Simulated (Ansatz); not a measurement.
Data:

Cu$_{3}$Au:
```yaml
crystal:
  lattice:
    - [3.67155, 0.00000, 0.00000]
    - [0.00000, 3.67155, 0.00000]
    - [0.00000, 0.00000, 3.67155]
  atoms:
    - { symbol: Cu, position: [0.00000, 0.50000, 0.50000] }
    - { symbol: Cu, position: [0.50000, 0.00000, 0.50000] }
    - { symbol: Cu, position: [0.50000, 0.50000, 0.00000] }
    - { symbol: Au, position: [0.00000, 0.00000, 0.00000] }
```

This is the LDA-relaxed structure.

Question: All from the program Ansatz at the LDA level (PAW), unless another level is named. Predict the bulk modulus (Birch–Murnaghan fit).

Answer: 191 GPa.

Question: What about the elastic constants (relaxed ions, GPa)?

Answer: C11 = 239, C12 = 167, C44 = 85.1.

Space group Pm-3m (Cu3Au type). The LDA relaxation kept the symmetry of its start; of distortions, only those at the zone centre were tested. No spin polarisation was allowed. As this level gives no gap, shear constants depend on the k-mesh and smearing (Fermi–Dirac, 0.1 eV here). Scalar-relativistic: spin–orbit coupling is off unless named, which matters more the heavier the elements.

Potentials: the later of the program's two PAW sets.
